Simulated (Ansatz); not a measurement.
input.yaml (Ansatz)

```yaml
crystal:
  lattice:
    - [5.4202496279, 0.0, 0.0]
    - [-2.710124814, 4.6940738727, 0.0]
    - [0.0, 0.0, 3.2400186309]
  atoms:
    - { symbol: Te, position: [1.0, 1.0, 0.0] }
    - { symbol: Te, position: [0.3333333333, 0.6666666667, 0.5] }
    - { symbol: Te, position: [0.6666666667, 0.3333333333, 0.5] }
hamiltonian:
  xc: pbesol
  pseudopotentials:
    kind: paw
    azcp:
      Te: "pseudopotentials/Te.paw.azcp"
basis:
  ecutwfc: 420
  fft_grid_basis: typed
kpoints:
  mp_grid: { grid: [9, 9, 13], shift: [0, 0, 0] }
magnetization:
  spin_polarized: false
scf:
  occupations: { method: fermi_dirac, width: 0.1 }
```

and its output:

```
Warning: the record states the generating functional pbe (its physics header spells it `PBE`), which answers neither for hamiltonian.xc's functional nor for the pbesol family's — results may be inconsistent (PPs are generated against a specific XC)
Engine: ansatz 0.2.0, x86_64-unknown-linux-gnu
Pseudopotentials: kind: paw
Pseudopotential: Te, paw, valence charge 16, recommended cutoff 420 eV (normal) 
Functional definition: PBEsol
  exchange = pbesol_x
  correlation = pbesol_c
Crystal: 3 atoms, lattice volume = 82.436 Å³
Basis set: ecut = 420 eV, 1613 PW (Γ)
Bands: 28, of which v1, the nominal top of the filled ones, is band 24 counted from 1 (23 counted from 0)
Symmetry: 24 space group operations
Space group: P6/mmm (ITA 191), of the structure as read, at distance tolerance 4.4e-5 Å
k-points: 84 of 1053
Non-local potential: Te, projectors of the file, l = 0: 2, l = 1: 2, l = 2: 2, l = 3: 2
PAW form: soft (Blöchl's): semilocal exchange-correlation on the pseudo side does not see the compensation charge
PAW frozen core: Te, regenerated for the run's functional, and the local potential with it (the file was generated under x = pbe(κ = 0.804, μ = 0.2195149727645171), c = pbe(β = 0.06672455060314922))
PAW one-centre angular grid: Te, 590 points (default); XC on 64 Gauss nodes
Initial density: superposition of atomic densities (neutral atoms: chi_scale 0, normalization atom), corrected by the library's trained network
Initial wavefunctions: pseudopotential atomic-orbital guess
Functional: x = pbesol(κ = 0.804, μ = 0.12345679012345678), c = pbesol(β = 0.046)
SCF iter   1: F=—  HF=-20703.769551 eV  |F-HF|=—  |Δ(HF+E_count)|=         —  Δρ=2.74e-3  dr2=8.04e-3  ethr=1.77e-3  ⟨swp⟩=6.6  Hψ=10071  notcnv=0
SCF iter   2: F=—  HF=-20703.765744 eV  |F-HF|=—  |Δ(HF+E_count)|=   3.81e-3  Δρ=1.59e-3  dr2=2.49e-3  ethr=1.67e-5  ⟨swp⟩=2.0  Hψ=3303  notcnv=0
SCF iter   3: F=—  HF=-20703.765645 eV  |F-HF|=—  |Δ(HF+E_count)|=   9.84e-5  Δρ=3.11e-4  dr2=8.00e-5  ethr=5.18e-6  ⟨swp⟩=3.0  Hψ=4728  notcnv=0
SCF iter   4: F=—  HF=-20703.765595 eV  |F-HF|=—  |Δ(HF+E_count)|=   5.05e-5  Δρ=1.85e-4  dr2=4.19e-5  ethr=1.67e-7  ⟨swp⟩=2.0  Hψ=4379  notcnv=0
SCF iter   5: F=—  HF=-20703.765588 eV  |F-HF|=—  |Δ(HF+E_count)|=   7.22e-6  Δρ=1.07e-4  dr2=1.16e-5  ethr=8.74e-8  ⟨swp⟩=1.3  Hψ=2479  notcnv=0
SCF iter   6: F=—  HF=-20703.765584 eV  |F-HF|=—  |Δ(HF+E_count)|=   3.98e-6  Δρ=4.07e-5  dr2=1.54e-6  ethr=2.41e-8  ⟨swp⟩=3.0  Hψ=4640  notcnv=0
SCF iter   7: F=—  HF=-20703.765583 eV  |F-HF|=—  |Δ(HF+E_count)|=   8.42e-7  Δρ=1.48e-5  dr2=1.36e-7  ethr=3.22e-9  ⟨swp⟩=2.0  Hψ=3510  notcnv=0
SCF iter   8: F=-20703.765583 eV  HF=-20703.765583 eV  |F-HF|=1.61e-9  |Δ(HF+E_count)|=   1.11e-7  Δρ=1.31e-6  dr2=1.60e-9  ethr=2.08e-10  ⟨swp⟩=3.0  Hψ=5383  notcnv=0
SCF 1 converged in 8 iterations: F = -20703.765583 eV  dr2 = 1.60e-9
SCF converged after 8 iterations
Free energy (F): -20703.765583 eV
Harris-Foulkes:  -20703.765583 eV  (|F-HF|=1.61e-9)
Internal energy: -20703.685229 eV  (E = F + TS)
E sigma→0 (E₀):  -20703.725406 eV
Entropy (-TS):   -0.080353 eV (-26.784 meV/atom)
Fermi energy:    11.770411 eV
--- Per-component energies (eV) ---
  E_band       = -657.412638
  E_kinetic    = 543.225136
  E_local      = -3006.577653  (includes V_loc(G=0)·N_el)
  E_nonlocal   = -924.606448
  E_hartree    = 2091.367782
  E_xc         = -371.219965
  E_vxc        = -313.844375  (∫ρ·V_xc dr)
  E_paw        = -13752.658338  (= ΣΔE_a)
  E_vpaw       = -1138.347289  (= ΣTr[D̂ρ^β])
  E_aug_tail   = -0.000545  (compensation charges beyond the density's cutoff)
  E_ewald      = -5284.339644
  E_core_change = 1.124446  (= ΣΔE_core)
  E_smearing   = -0.080353  (= −TS)
  E_closure    = 0.000000  (closes the sum)
  Σ components = -20703.765583   (vs F -20703.765583, Δ=0.00e0)
```
